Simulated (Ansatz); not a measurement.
RbLiZnS2:
Space group I-4m2 (No. 119); a = b = 3.9483 Å, c = 13.4222 Å, α = β = γ = 90.00°

```
atom  site  symmetry       x       y       z
----  ----  --------  ------  ------  ------
Rb      2a      -4m2  0.0000  0.0000  0.0000
Li      2d      -4m2  0.5000  0.0000  0.2500
Zn      2c      -4m2  0.0000  0.5000  0.2500
S       4e      2mm.  0.0000  0.0000  0.3490
```
(The calculation used a cell of 5 atoms; values per cell refer to that cell.)

Relaxed with PBEsol. DFT-PBEsol in the program Ansatz with PAW potentials gives a gap of 2.54 eV.

Task: What gap does HSE06 give on the same cell (Ansatz, PAW)?

Result: 3.83 eV, 1.29 eV more. The hybrid was solved on a coarser mesh and at special points; the gap given is the minimum over both.

Cost on shared cores: the PBEsol run (SCF on a 10×10×10 mesh, then bands and DOS) about 90 core-seconds (a rough figure), the HSE06 run (SCF on 6×6×6, then a few points) very roughly 4 core-minutes; the tasks are unlike.

The first step of the workflow began from a Materials Project structure, measured or hypothetical; the Crystallography Open Database copy checked does not list it. With Li and Zn taken as one species the cell has the higher symmetry I4/mmm, so it may be an ordered model of a mixed-site phase. Whether it is the stable phase at ambient conditions was not checked. The PBEsol relaxation kept the symmetry of its start; its stability against distortions is not shown here. Spin–orbit coupling is left out wherever it is not named.

Potentials: the later of the program's two PAW sets.
